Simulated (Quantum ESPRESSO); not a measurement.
## One change at a time to Ag4Ir3Ti

These are calculations, not measurements. They come from Quantum ESPRESSO 7.5, a public plane-wave density functional program. Each row is one single-point run on a made-up periodic cell of eight metal atoms, with elements, volume, strain and displacements drawn at random and not relaxed, so a cell may be unstable or far from any real phase. There is no spin polarisation or spin-orbit coupling.

Settings: PBE unless stated; PseudoDojo standard norm-conserving files; Fermi-Dirac width 0.25 eV, which means electrons at about 2900 K; cutoff 1143 eV; 8 x 5 x 3 k mesh shifted half a step off Gamma. E is the free energy of the whole cell (internal energy minus TS), so a -TS column is already part of it. Stress is positive in tension, and the pressure P is minus a third of its trace.

Checks: one run of this series was repeated at a higher cutoff and on a denser mesh, which moved values by no more than 0.014 eV, 0.15 GPa and 0.009 eV/Å, and a second program with other atomic files agreed on it to 2 % rms in force and 0.5 GPa in pressure. Known limits: heavy elements are run without spin-orbit coupling, which real alloys of them have; a spin test at this wide smearing found no moment, but such smearing suppresses magnetism that the real alloy may have.

The lattice is face-centred cubic, and the cell vectors in Å are (0.034, -1.941, -1.946); (-4.021, 2.054, -1.991); (5.904, 5.857, -4.028), a volume of 123.80 Å³ in run 1. The elements on sites 1 to 8 are Ir Ag Ir Ti Ag Ag Ag Ir. Each later run makes one change to run 1 and keeps the rest. E is counted from run 1, and is n/a where other atomic files have another zero of energy.

```
run                           change  V (Å³)  P (GPa)  -TS (eV)  rms force (eV/Å)  largest change of a force component (eV/Å)  E (eV)
  1                             none  123.80     7.79    -1.242             0.749                                       0.000   0.000
  2          sites 4 and 6 exchanged  123.80     9.39    -1.447             0.912                                       3.033   1.159
  3    all lengths scaled by -0.87 %  120.60    13.72    -1.205             0.787                                       0.100       ?
  4              LDA in place of PBE  123.80    -6.30    -1.251             0.705                                       0.132     n/a
  5                     Ru on site 7  123.80     1.88    -1.401             0.780                                       1.086     n/a
  6  site 7 moved by -0.13 Å along y  123.80     7.73    -1.244             0.748                                       0.928   0.010
```

## Worked estimate

Along a uniform scaling dE = -P dV. The mean of the two pressures is 10.755 GPa and the volume changes by -3.20 Å³, with 160.2 GPa to one eV/Å³. The same two rows give -V dP/dV = 226 GPa for this cell with clamped atoms, which is not the bulk modulus of a real alloy.

## Withheld value

Question: what E should run 3 give?

The estimate is 0.215 eV. The calculation gave 0.215 eV.
